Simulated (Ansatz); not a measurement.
Ba2CuHgO4:
```yaml
crystal:
  lattice:
    - [3.85235, 0.00000, 0.00000]
    - [0.00000, 3.85235, 0.00000]
    - [0.00000, 0.00000, 9.55198]
  atoms:
    - { symbol: Ba, position: [0.50000, 0.50000, 0.69658] }
    - { symbol: Ba, position: [0.50000, 0.50000, 0.30342] }
    - { symbol: Cu, position: [0.00000, 0.00000, 0.50000] }
    - { symbol: Hg, position: [0.00000, 0.00000, 0.00000] }
    - { symbol: O, position: [0.00000, 0.00000, 0.79354] }
    - { symbol: O, position: [0.00000, 0.00000, 0.20646] }
    - { symbol: O, position: [0.00000, 0.50000, 0.50000] }
    - { symbol: O, position: [0.50000, 0.00000, 0.50000] }
```

This is the PBEsol-relaxed structure.

Question: All from PBEsol (plane waves, PAW; program Ansatz), unless another level is named. Predict the Poisson's ratio.

Answer: 0.34.

Question: Predict the highest zone-centre frequency.

Answer: 612 cm^-1.

Space group P4/mmm. The first step of the workflow began from a Materials Project structure, measured or hypothetical; the Crystallography Open Database copy checked does not list it. Its standing as an ambient phase is unchecked. The PBEsol relaxation kept the symmetry of its start; of distortions, only those at the zone centre were tested. The run is not spin-polarised. No Hubbard U is applied. As this level gives no gap, phonon frequencies hold no LO–TO term and depend on the k-mesh and smearing (Fermi–Dirac, 0.1 eV here). Scalar-relativistic: spin–orbit coupling is off unless named, which matters more the heavier the elements.

Potentials: the later of the program's two PAW sets.
